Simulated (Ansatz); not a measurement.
Computed with Ansatz (plane waves, PAW, 420 eV cutoff): PBEsol, scalar-relativistic, collinear spin, 10×10×10 k-mesh, Gaussian smearing of 0.05 eV; PAW files: Ansatz's generated set soft_2.

The calculation on XP, where X is one element, gave:

```yaml
Space_group: Fm-3m (No. 225)
Conventional_cell: a = 5.654 Å, b = 5.654 Å, c = 5.654 Å, α = 90.00°, β = 90.00°, γ = 90.00°
Volume: 22.59 Å³/atom
Band_gap: zero (metallic)
Density_of_states_at_the_Fermi_level: 0.10 states/(eV·atom) (so small a value isn't resolved on this mesh)
Magnetic_state: ferromagnetic (the only order tried)
Site_spin_moments: X 6.93; P -0.07 μB
Spin_moment_of_the_cell: 6.98 μB
f_electrons_orthogonalised_atomic_orbitals: X 7.11
Formation_energy_from_the_elements_0_K_uncorrected: -1.64 eV/atom
Bulk_modulus_Birch–Murnaghan: 86 GPa
Pressure_derivative_B0′: 3.6
```

Sites: X on 4b, P on 4a.

Q: Which element is X?
A. Sm
B. Dy
C. Gd
D. Eu

A: C. X is Gd, so the compound is GdP.

The cell was built from a prototype; rock salt is the usual structure of such lanthanide and actinide compounds.

Without a U the 4f levels of Gd lie too near the Fermi level, so their share of the states there, and what hangs on it, is overstated. No spin–orbit coupling, a notable omission for heavy elements. Site moments are of spin, integrated over atomic spheres. Only parallel moments were tried, so the real magnetic order may be another.
